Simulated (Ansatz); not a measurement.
Fcc Sb (100), 3 layers, DFT, PBEsol, PAW with Ansatz's default frozen-core files, scalar-relativistic (Ansatz 0.2.0), on 1 thread of Arm Neoverse V1 (shared host).

Command: `ansatz run input.yaml --threads 1 --pin off --max-ram 3584MiB --backend cpu --events-out ev --progress --plain --runs-dir out`

```yaml
crystal:
  lattice:
    - [3.3338465369, 0.0, 0.0]
    - [0.0, 3.3338465369, 0.0]
    - [0.0, 0.0, 11.4734]
  atoms:
    - { symbol: Sb, position: [0.0, 0.0, 0.3050513972] }
    - { symbol: Sb, position: [0.5, 0.5, 0.499999998] }
    - { symbol: Sb, position: [0.0, 0.0, 0.6949486028] }
kpoints:
  mp_grid: { grid: [11, 11, 1] }
scf:
  occupations: { method: fermi_dirac, width: 0.1 }
hamiltonian:
  xc: pbesol
  pseudopotentials: { kind: paw }
output:
  forces: true
  stress: true
  eigenvalues: true
efield:
  axis: 3
  amplitude: 0
  dipole_correction: true
```

How large is the problem that the program sets up?

21 irreducible k-points, 2487 plane waves at Γ, 27 bands.

About how long does it take?

6.5 s of wall time for 6 SCF iterations. Times on shared machines scatter by tens of per cent.
